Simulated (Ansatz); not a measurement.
A plane-wave DFT run in Ansatz 0.2.0 (scalar-relativistic PAW potentials unless the input names others): input and command.

```yaml
crystal:
  lattice:
    - [0.0, 2.2238827905, 1.9989957667]
    - [1.9989957667, 0.0, 1.9989957667]
    - [1.9989957667, 2.2238827905, 0.0]
  atoms:
    - { symbol: W, position: [0.0, 0.0, 0.0] }
basis:
  ecutwfc: 420
kpoints:
  mp_grid: { grid: [26, 26, 26] }
hamiltonian:
  xc: pbesol
scf:
  occupations: { method: gaussian, width: 0.15 }
  max_iter: 1
output:
  forces: true
  eigenvalues: true
  stress: true
```

```bash
ansatz run input.yaml --threads 1 --pin off --max-ram 2560MiB --backend cpu --events-out ev --progress --plain --runs-dir out
```

Abridged log:
```
Basis set: ecut = 420 eV, 339 PW (Γ), exchange–correlation on 40×40×40 points (8 copies of the dense FFT grid, shifted against one another)
Bands: 11, of which v1, the nominal top of the filled ones, is band 7 counted from 1 (6 counted from 0)
Symmetry: 16 space group operations
k-points: 1330 of 17576
SCF iter   1: F=—  HF=-10255.986667 eV  |F-HF|=—  |Δ(HF+E_count)|=         —  Δρ=4.50e-3  dr2=1.73e-3  ethr=1.77e-3  ⟨swp⟩=3.9  Hψ=158732  notcnv=0
```

What is wrong with this input?

The fault is too few SCF iterations (scf.max_iter: not typed → 1, the first being the value of the sound run). Setting it back cures it. The log, from which this was withheld above, says: «Error: did not converge after 1 iterations: dr2 = 1.73e-3 (threshold 1.00e-7), under the density mixer `msr1`, which `scf.mixing.algorithm: auto` chose by the deck's other keys (type `scf.mixing.algorithm: msr1` to keep it); raise `scf.max_iter`, which need not help a stalled SCF, or adjust the mixing (`scf.mixing`) or, under a smearing, its width (`scf.occupations.width` …» The run stopped without converging. A reference run from the same start on usual settings converged with pressure -25.95 GPa, largest force 0.000 eV/Å, no gap on the mesh.

The run took 5.5 s on 1 thread of Intel(R) Xeon(R) Platinum 8488C (Sapphire Rapids), on a shared host, peak memory 0.53 GiB.